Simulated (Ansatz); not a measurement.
Consider the following.

Ti$_{2}$InC:
Space group P6₃/mmc (No. 194); a = b = 3.1317 Å, c = 14.1349 Å, α = β = 90.00°, γ = 120.00°

| atom | site | symmetry | x | y | z |
|---|---|---|---|---|---|
| Ti | 4f | 3m. | 0.3333 | 0.6667 | 0.0786 |
| In | 2d | -6m2 | 0.6667 | 0.3333 | 0.2500 |
| C | 2a | -3m. | 0.0000 | 0.0000 | 0.0000 |

This is the r²SCAN-relaxed structure.

Question: All from the program Ansatz at the r²SCAN level (PAW), unless another level is named. Give the electronic character.

Answer: metallic (no gap).

Question: What about the density of states at the Fermi level?

Answer: 0.28 states/eV per atom (mean over ±0.08 eV).

Question: Predict the formation energy from the elements (no fitted shifts).

Answer: -0.79 eV/atom.

Question: Next, the gap with spin–orbit coupling?

Answer: none (metallic).

Space group P6_3/mmc. The first step of the workflow began from a Materials Project structure, measured or hypothetical; the Crystallography Open Database copy checked does not list it. Whether it is the stable phase at ambient conditions was not checked. Symmetry was held in the r²SCAN relaxation; whether a distortion lowers the energy is not shown. The run is not spin-polarised. The references are the lowest solids computed at this level, not always the standard phases. Scalar-relativistic: spin–orbit coupling is off unless named, which matters more the heavier the elements.

Potentials: the later of the program's two PAW sets.
